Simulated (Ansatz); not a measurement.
Theory: Ansatz, DFT PBE, scalar-relativistic, plane waves, PAW. Cutoff 420 eV, Γ-centred meshes of about 0.25 Å⁻¹ or finer for metals and 0.3 Å⁻¹ for insulators (2π included), Gaussian smearing. Collinear spin where magnetic atoms keep a moment.

Relaxed structures of B₄N₃, with energies over the first row. Coordination counts N atoms around B (those within 1.25 times the shortest such distance or 1.15 times the sum of covalent radii, 1.27 where that leaves under three; a plus sign parts nearer from farther groups; the shortest distance is added where it exceeds 1.18 times the sum of covalent radii; a slash parts the counts of unlike sites).

```json
{"#": "1", "form": "P-6m2", "sites": "B 3j, 1a; N 3j", "V (Å³/atom)": "9.5", "coordination": "B 2/3", "ΔE (meV/atom)": "0", "moments": "no moments"}
{"#": "2", "form": "P-43m", "sites": "B 4e; N 3c", "V (Å³/atom)": "6.7", "coordination": "B 3", "ΔE (meV/atom)": "22", "moments": "no moments"}
```

A further structure, relaxed alike (ferromagnetic moments up to 0.7 μB):

```cif
data_structure
_symmetry_space_group_name_H-M 'P 1'
_symmetry_Int_Tables_number 1
_cell_length_a 4.3426
_cell_length_b 4.3426
_cell_length_c 6.2096
_cell_angle_alpha 90.000
_cell_angle_beta 90.000
_cell_angle_gamma 120.000
_cell_volume 101.41
loop_
_atom_site_label
_atom_site_type_symbol
_atom_site_fract_x
_atom_site_fract_y
_atom_site_fract_z
_atom_site_occupancy
B1 B 0.66653 0.66653 0.50000 1
B2 B 0.00000 0.33347 0.50000 1
B3 B 0.33347 0.00000 0.50000 1
B4 B 0.00000 0.00000 0.00000 1
N1 N 0.00000 0.66685 0.50000 1
N2 N 0.66685 0.00000 0.50000 1
N3 N 0.33315 0.33315 0.50000 1
```

**Question.** Place it among the others.

**Answer.** It is the highest, 173 meV/atom above row 1, with space group P-62m (No. 189) and 14.5 Å³/atom. Counting N atoms around B, this cell has B 3/6+6 from 3.4 Å and row 1 has B 2/3. B on a site of symmetry m2m has 3 N at 1.45 Å, 6 B at 2.51 Å, 3 N at 2.89–2.90 Å and 2 B at 3.43 Å; B on a site of symmetry -62m has 6 N at 3.43 Å and 6 B at 3.43 Å (long against covalent radii, as for large ions); around N lie 3 B at 1.45 Å, 6 N at 2.51 Å, 3 B at 2.89–2.90 Å and 2 B at 3.43 Å.

For metals, differences of a few meV/atom aren't resolved. Weakly bound directions are ill-defined at this level, which has no dispersion term (P-6m2, P-62m), and this can change margins and order among such cells. In P-6m2, P-43m an odd number of electrons in the primitive cell allows no gap without spin; a larger cell or a magnetic state could open one. The magnetic state reached may not be the lowest. Trial moments fell under 0.15 μB along the way in P-6m2 and P-43m; another start might hold them. With atoms moved at random, row 1 (by 34 meV/atom) fell into a lower structure and row 2 came back. The further cell had no clear such test and can be a saddle point. Some types were kept out of the candidates beforehand, so the set may lack a known form.
